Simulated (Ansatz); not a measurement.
GaPt3N:
Space group Pm-3m (No. 221); a = 4.171 Å, b = 4.171 Å, c = 4.171 Å, α = 90.00°, β = 90.00°, γ = 90.00°

| atom | site | symmetry | x | y | z |
|---|---|---|---|---|---|
| Ga | 1a | m-3m | 0.0000 | 0.0000 | 0.0000 |
| Pt | 3c | 4/mm.m | 0.0000 | 0.5000 | 0.5000 |
| N | 1b | m-3m | 0.5000 | 0.5000 | 0.5000 |

Relaxed with r²SCAN.

Q: Tabulate the valence density and the electron localisation function along the shortest Pt–N contact (2.09 Å), r²SCAN in the plane-wave PAW code Ansatz.

A: 

| distance from Pt (Å) | density (e/Å³) | ELF |
|---|---|---|
| 0.21 | 10.78 | 0.59 |
| 0.31 | 9.66 | 0.58 |
| 0.42 | 8.10 | 0.55 |
| 0.52 | 6.25 | 0.51 |
| 0.63 | 4.37 | 0.44 |
| 0.73 | 2.73 | 0.36 |
| 0.83 | 1.59 | 0.27 |
| 0.94 | 1.00 | 0.21 |
| 1.04 | 0.81 | 0.23 |
| 1.15 | 0.79 | 0.37 |
| 1.25 | 0.91 | 0.60 |
| 1.36 | 1.15 | 0.77 |
| 1.46 | 1.57 | 0.81 |
| 1.56 | 2.18 | 0.77 |
| 1.67 | 2.85 | 0.66 |
| 1.77 | 3.29 | 0.43 |
| 1.88 | 3.38 | 0.19 |

The density is the valence pseudo-density with augmentation charge, so density and ELF within about 1 Å of a nucleus are not all-electron values.

The start of the workflow was typed in or built on a structure type; neither database checked (COD, Materials Project) lists it. Its standing as an ambient phase is unchecked. The cell was relaxed with r²SCAN under the symmetry of its start; whether a distortion lowers the energy is not shown. The run is not spin-polarised. The volume moved by 21 % from the start of the relaxation. Its formation energy is positive at this level, so the cell may be metastable or incomplete. Spin–orbit coupling is left out wherever it is not named.

Potentials: the earlier of the program's two PAW sets.
